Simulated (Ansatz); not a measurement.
A distorted cell of InSb (zinc blende):

```xyz
4
Lattice="0.0000 6.5191 6.5191 3.2596 0.0000 3.2596 3.2596 3.2596 0.0000" Properties=species:S:1:pos:R:3 pbc="T T T"
Sb     4.8894     4.8894     4.8894
Sb     4.8894     8.1489     8.1489
In    -0.2944    -0.2944    -0.2944
In     0.0000     3.2596     3.2596
```

Computed with PBEsol (plane waves to 420 eV, PAW, scalar-relativistic; Ansatz, a first-principles code). k mesh 5×10×10 (Γ-centred), Fermi-Dirac smearing 0.05 eV. The energy includes the smearing's −TS. Stress and pressure are positive under compression. With partly filled bands, energies and forces of such displacements shift with the k mesh and the smearing. At this level the bands of InSb touch or barely overlap; measurements give the solid a gap. InSb was relaxed with its symmetry unable to fall. Spin-orbit coupling is left out, though Sb is heavy.

What forces act on the atoms (eV/Å, Cartesian)?


```tsv
atom	Fx	Fy	Fz
Sb1	0.203	-0.416	-0.416
Sb2	-4.408	-3.855	-3.855
In3	4.066	4.328	4.328
In4	0.139	-0.057	-0.057
```

Give the stress tensor in GPa and the pressure.


```
    3.7      5.4      5.4
    5.4      3.6      5.4
    5.4      5.4      3.6
```
The pressure, a third of the trace, is 3.7 GPa.

In it atom 3 sits (-0.294, -0.294, -0.294) Å away from its relaxed site. What is its energy relative to the relaxed cell?

1446 meV/cell.

(A displaced cell: forces are minus the slopes of the energy, force constants its curvatures, and phonons follow from these.)
